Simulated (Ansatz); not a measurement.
Tl2GePd4Rh: reading a single point

```xyz
8
Lattice="-3.7071 3.7071 3.0733 3.7071 -3.7071 3.0733 3.7071 3.7071 -3.0733" Properties=species:S:1:pos:R:3 pbc="T T T"
Tl    0.0000    3.7071    0.0000
Tl    3.7071    0.0000    0.0000
Rh    0.0000    0.0000    3.0733
Ge    0.0000    0.0000    0.0000
Pd    1.2818    1.2818    1.4236
Pd    1.2818   -1.2818    4.7231
Pd    2.4254    2.4254   -1.6498
Pd   -1.2818    1.2818    4.7231
```

The numbers come from plane-wave PAW DFT (Ansatz): r2SCAN, no spin polarisation, 500 eV, 7×7×7 Γ-centred k points, gaussian occupations (width 0.1544 eV). Nothing was relaxed.

Task: Which element gives electrons and which takes them?

Result: Bader charges in e: Tl +0.27, Ge +0.70, Pd -0.30, Rh -0.03. In the mean Ge gives up most and Pd takes most.

Task: What happens at the Fermi level?

Result: It is a metal, with about 4.4 states/eV a cell as the mean within 0.25 eV of the Fermi level, mostly Rh d (31 %), Pd d (30 %) and Tl p (19 %).

Task: What is the formation energy?

Result: 0.27 eV an atom against the elements' usual phases (free molecules for gases, crystals otherwise, with no correction for O₂ or N₂), so at this geometry it isn't bound against them. Relaxing would lower it.

Task: Is the cell too large or too small?

Result: The pressure is -2.0 GPa (compression positive), so with the atoms held at these fractions the cell would first shrink; the forces are large, so a full relaxation may end otherwise. The principal stresses -3.4, -3.4, 0.9 GPa differ, so its shape would change too.

Origin: a known structure type with other elements, at an estimated volume, so it need not be a known compound. Caveats: atoms or cell far from equilibrium; wide smearing.
